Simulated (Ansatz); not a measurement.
Consider the following.

SrTiO$_{3}$:
```cif
data_O3SrTi
_chemical_formula_sum 'Sr1 Ti1 O3'
_space_group_name_H-M_alt 'P 1'
_space_group_IT_number 1
_cell_length_a 3.93655
_cell_length_b 3.93655
_cell_length_c 3.93655
_cell_angle_alpha 90.000
_cell_angle_beta 90.000
_cell_angle_gamma 90.000
loop_
_space_group_symop_operation_xyz
  'x, y, z'
loop_
_atom_site_label
_atom_site_type_symbol
_atom_site_fract_x
_atom_site_fract_y
_atom_site_fract_z
_atom_site_occupancy
Sr1 Sr 0.00000 0.00000 0.00000 1
Ti1 Ti 0.50000 0.50000 0.50000 1
O1 O 0.50000 0.00000 0.50000 1
O2 O 0.00000 0.50000 0.50000 1
O3 O 0.50000 0.50000 0.00000 1
```

This is the PBE-relaxed structure.

Problem. All from PBE (plane waves, PAW; program Ansatz), unless another level is named. Predict the electron effective mass, band 2 of 3 at the edge.

Solution. 0.40 along [100], 0.65 along [110], 0.54 along [111] (mₑ).

Problem. Give the weight of the conduction-edge state by species (Voronoi cells).

Solution. Ti 80 %, O 18 %, Sr 3 %.

Problem. What about the weight of the valence-edge state by species (Voronoi cells)?

Solution. O 99 %.

Space group Pm-3m (cubic perovskite). Symmetry was held in the PBE relaxation. The run is not spin-polarised. Spin–orbit coupling is left out wherever it is not named.

Potentials: the earlier of the program's two PAW sets.

Edges and masses are those of Kohn–Sham bands, whose gap is no quasiparticle gap.
